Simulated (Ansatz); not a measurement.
# Does relaxation matter for the field gradients of SiC with Ge replacing Si?

Start: a supercell of SiC (wurtzite type, P6_3mc) built from an entry of the Crystallography Open Database (COD), with all atoms left at the host's positions.

Space group P3m1 (No. 156); a = 6.1520, c = 10.0960 Å, γ = 120.00°.

| site | Wyckoff | site symmetry | x | y | z |
| --- | --- | --- | --- | --- | --- |
| Ge | 1a | 3m. | 0.0000 | 0.0000 | 0.0000 |
| Si2 | 1a | 3m. | 0.0000 | 0.0000 | 0.5000 |
| Si3 | 3d | .m. | 0.0000 | 0.5000 | 0.0000 |
| Si4 | 3d | .m. | 0.0000 | 0.5000 | 0.5000 |
| Si9 | 3d | .m. | 0.1667 | 0.8333 | 0.2500 |
| Si10 | 3d | .m. | 0.1667 | 0.8333 | 0.7500 |
| Si15 | 1c | 3m. | 0.6667 | 0.3333 | 0.2500 |
| Si16 | 1c | 3m. | 0.6667 | 0.3333 | 0.7500 |
| C17 | 1a | 3m. | 0.0000 | 0.0000 | 0.1925 |
| C18 | 1a | 3m. | 0.0000 | 0.0000 | 0.6925 |
| C19 | 3d | .m. | 0.0000 | 0.5000 | 0.1925 |
| C20 | 3d | .m. | 0.0000 | 0.5000 | 0.6925 |
| C25 | 3d | .m. | 0.1667 | 0.8333 | 0.4425 |
| C26 | 3d | .m. | 0.1667 | 0.8333 | 0.9425 |
| C31 | 1c | 3m. | 0.6667 | 0.3333 | 0.4425 |
| C32 | 1c | 3m. | 0.6667 | 0.3333 | 0.9425 |

One atom of each set is listed.

The numbers come from a DFT calculation in Ansatz (PBE, plane waves and PAW, scalar-relativistic, 420 eV cutoff, Γ-centred 4×4×2 k-points, Fermi–Dirac smearing 0.01 eV).

The largest force at the start is 2.2 eV/Å. Relaxing the ions at fixed cell moves them by 0.070 Å at most (atom 30, C) and 0.033 Å rms.

```json
{"site": "Ge", "moved (Å)": "0.031", "first shell before": "4 C at 1.87–1.94 Å", "first shell after": "4 C at 1.94–1.96 Å", "V_zz before (10²¹ V/m²)": "4.52", "η before": "0.00"}
{"site": "Si2", "moved (Å)": "0.025", "first shell before": "4 C at 1.87–1.94 Å", "first shell after": "4 C at 1.88–1.90 Å", "V_zz before (10²¹ V/m²)": "1.72", "η before": "0.00"}
{"site": "Si3", "moved (Å)": "0.020", "first shell before": "4 C at 1.87–1.94 Å", "first shell after": "4 C at 1.87–1.90 Å", "V_zz before (10²¹ V/m²)": "1.77", "η before": "0.12"}
{"site": "Si4", "moved (Å)": "0.024", "first shell before": "4 C at 1.87–1.94 Å", "first shell after": "4 C at 1.88–1.89 Å", "V_zz before (10²¹ V/m²)": "1.67", "η before": "0.00"}
{"site": "Si9", "moved (Å)": "0.040", "first shell before": "4 C at 1.87–1.94 Å", "first shell after": "4 C at 1.87–1.89 Å", "V_zz before (10²¹ V/m²)": "1.67", "η before": "0.09"}
{"site": "Si10", "moved (Å)": "0.012", "first shell before": "4 C at 1.87–1.94 Å", "first shell after": "4 C at 1.88–1.89 Å", "V_zz before (10²¹ V/m²)": "1.60", "η before": "0.00"}
{"site": "Si15", "moved (Å)": "0.019", "first shell before": "4 C at 1.87–1.94 Å", "first shell after": "4 C at 1.88–1.89 Å", "V_zz before (10²¹ V/m²)": "1.65", "η before": "0.00"}
{"site": "Si16", "moved (Å)": "0.022", "first shell before": "4 C at 1.87–1.94 Å", "first shell after": "4 C at 1.88–1.90 Å", "V_zz before (10²¹ V/m²)": "1.71", "η before": "0.00"}
{"site": "C17", "moved (Å)": "0.051", "first shell before": "3 Si at 1.87 Å, 1 Ge at 1.94 Å", "first shell after": "3 Si at 1.87 Å, 1 Ge at 1.96 Å", "V_zz before (10²¹ V/m²)": "0.55", "η before": "0.00"}
{"site": "C26", "moved (Å)": "0.070", "first shell before": "3 Si at 1.87–1.94 Å, 1 Ge at 1.87 Å", "first shell after": "3 Si at 1.87–1.89 Å, 1 Ge at 1.94 Å", "V_zz before (10²¹ V/m²)": "0.38", "η before": "0.82"}
```

(1) What are V_zz and η after the relaxation?

Results:

(1) 

```
site  V_zz after  η after  change of V_zz
  Ge        1.06     0.00           -3.46
 Si2        0.37     0.00           -1.35
 Si3        0.72     0.03           -1.05
 Si4        0.17     0.03           -1.50
 Si9       -0.36     0.21               –
Si10        0.19     0.84           -1.41
Si15        0.27     0.00           -1.38
Si16        0.30     0.00           -1.41
 C17        0.97     0.00           +0.42
 C26        0.75     0.40           +0.37
```

The largest change of V_zz along a kept axis is on Ge, from 4.52 to 1.06. In per cent, |V_zz| changes by -77 on Ge, -90 to -59 on Si, +77 on C (all sites that start above 0.5, bar those whose gradient vanishes or changes sign or whose main axis turns by over 40°). Where |V_zz| stays above 0.1 and the axes keep their order, η moves most on Si10, from 0.00 to 0.84. On Si9 the largest principal value lies along another axis in the second run, so the two V_zz can't be compared directly. The table leaves out 6 of the 16 sites, with |V_zz| up to 0.26; their tensors move by 0.15 at most along any direction. The statements above cover all sites. The host's own positions weren't relaxed first, so part of the change far from the defect can be the host's relaxation.

The defect repeats with the cell of 32 atoms, so it feels its images: sites between two images don't show the values beside a lone defect, and zeros or small values of η there can come from the images' arrangement. C and Si carry a gradient in the pure host already, so the values there aren't the defect's effect alone. The cell keeps the host's lattice, where the PBE pressure is 6 GPa.
Before: Forces reach 0.8 eV/Å even beyond 5.5 Å from the defect, so the host's positions may themselves be off equilibrium. The neighbours have not yet relaxed around the defect (largest force 2.2 eV/Å), so a real crystal will differ.
After: The relaxation keeps the site symmetry 3m of the start, so the impurity can move only along its axis; a start off the site could end lower.
